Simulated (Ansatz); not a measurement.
# Scan of one atom of the cell for TiSi2 (C49 type, space group Cmcm)

Relaxed TiSi2 (C49 type, space group Cmcm):

```yaml
crystal:
  lattice:
    - [1.77297, -6.78252, 0.00000]
    - [1.77297, 6.78252, 0.00000]
    - [0.00000, 0.00000, 3.57969]
  atoms:
    - { symbol: Si, position: [0.94084, 0.05916, 0.75000] }
    - { symbol: Si, position: [0.05916, 0.94084, 0.25000] }
    - { symbol: Si, position: [0.25028, 0.74972, 0.75000] }
    - { symbol: Si, position: [0.74972, 0.25028, 0.25000] }
    - { symbol: Ti, position: [0.60320, 0.39680, 0.75000] }
    - { symbol: Ti, position: [0.39680, 0.60320, 0.25000] }
```

Scan: atom 1 (Si, nearest neighbour Si at 2.404 Å; its periodic images, 3.5 Å or more away, move with it) is displaced along Cartesian [110], direction (0.707, 0.707, 0.000) in Cartesian axes, by s. The other atoms stay.

The numbers are results of PBE (plane waves to 420 eV, PAW, scalar-relativistic; Ansatz, an electronic-structure program), not measurements. k mesh 11×11×11 (Γ-centred), Fermi-Dirac smearing 0.05 eV. Energies are smeared free energies. Stress and pressure are positive under compression. With partly filled bands, energies and forces of such displacements shift with the k mesh and the smearing. F∥ is the force on the atom along that direction. F⊥ is the part of the force across the line. The PAW data are Ansatz's earlier set. This is one of several known forms of TiSi2; the measured ambient cells at hand have space group No. 70. TiSi2 is run without spin polarisation. TiSi2 was relaxed with its symmetry unable to fall. The zero of ΔE is the undisplaced structure.

```
s (Å)   ΔE (meV/cell)  P (GPa)  |F⊥| (eV/Å)  F∥ (eV/Å)
------  -------------  -------  -----------  ---------
-0.480           1003      6.0        0.748      4.388
-0.384            631      4.1        0.423      3.376
-0.288            351      2.6        0.191      2.471
-0.192            155      1.4        0.046      1.624
-0.096             39      0.5        0.016      0.805
0.000               0      0.0        0.000      0.000
0.096              38     -0.2        0.091     -0.796
0.192             152      0.0        0.254     -1.574
0.288             340      0.4        0.483     -2.323
0.384             597      1.3        0.772     -3.035
0.480             921      2.5        1.112     -3.706
```

Summary:

| Property | Result |
|---|---|
| Energy at s = 0.480 Å | 921 meV/cell |
| Force along the line at s = -0.480 Å | 4.39 eV/Å |
| Symmetry of the curve | not even: the negative side lies higher at ±0.480 Å |
| Shape of the curve | a single well with its minimum at or next to zero displacement |
| Force constant k = d²E/ds² at s = 0 (finite differences) | 8.34 eV/Å² |
| Harmonic estimate at the end of the scan | ½ks² = 961 meV/cell against the computed 921 meV/cell, so the well is close to harmonic there |

(For displaced atoms, the force is minus the slope of the energy, and its curvature is a force constant, which sets phonon frequencies.)
